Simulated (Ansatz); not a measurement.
# Structure relaxation, AlNi

The start is a relaxed AlNi cell, doubled along one cell vector, shaken by Gaussian noise of σ = 0.08 Å a coordinate. The cell and all atomic positions are relaxed at zero pressure with r2SCAN (plane waves to 500 eV, PAW, scalar-relativistic; Ansatz, an electronic-structure program). First-step values are on the input's coarse k-mesh.

Ansatz input (later rounds restart from its end on a renewed k-mesh):
Ansatz 0.2 input:
```yaml
crystal:
  lattice:
    - [-2.6303919466, 4.0977301626, 4.8734570654]
    - [1.3151959733, -2.0488650813, 2.4367285327]
    - [1.3151959733, 2.0488650813, -2.4367285327]
  atoms:
    - { symbol: Ni, position: [0.0189239681, 0.4484715984, 0.4835503307] }
    - { symbol: Ni, position: [0.5033248865, 0.4855885492, 0.5048995887] }
    - { symbol: Al, position: [0.2379171245, -0.0387465262, 0.4749467851] }
    - { symbol: Al, position: [0.7323155408, -0.0748433418, 0.3908496992] }
basis: { ecutwfc: 500, ecutrho_ratio: 4, xc_grid: 4, fft_grid_basis: typed }
kpoints: { mp_grid: { grid: [5, 14, 14] } }
hamiltonian:
  xc: r2scan
  dispersion: none
  pseudopotentials: { azcp: { folder: ./paw }, kind: paw }
scf: { occupations: { method: fermi_dirac, width: 0.05 } }
relax: { f_tol: 0.01, max_steps: 100, cell: { stress_tol: 0.02 } }
output: { forces: true, stress: true }
```

| Property | Result |
|---|---|
| Initial pressure | +3.5 GPa (positive: the cell is compressed) |
| Largest initial force | 2.09 eV/Å, on Al4 (atoms numbered as listed) |
| Energy released | 0.35 eV/atom |
| Volume change | -7.1 %, from 13.13 to 12.20 Å³/atom |
| Relative to the parent | It does not go back: it reaches R-3m (No. 166), AFLOW prototype AB_hR2_166_a_b (L1_1, as in CuPt), 0.26 eV/atom below the parent |
| Shortest distances (start → end) | The closest pairs of elements (up to four, under 3.6 Å), start → end: Al–Ni 2.18 → 2.49 Å; Al–Al 2.63 → 2.70 Å; Ni–Ni 2.63 → 2.70 Å |
| Band gap at the end | no gap (metallic) |
| Optimiser moves | 18 |

Final values are on a 20×20×12 k-mesh of the relaxed cell. No spin polarisation in the result. A magnetic state may lie lower.

The relaxed structure here is a generated cell of AlNi: the first start was made by placing the elements on the sites of a structure type, and the end was not matched to a known phase here, so it may be hypothetical. Known forms of AlNi include space group No. 221.
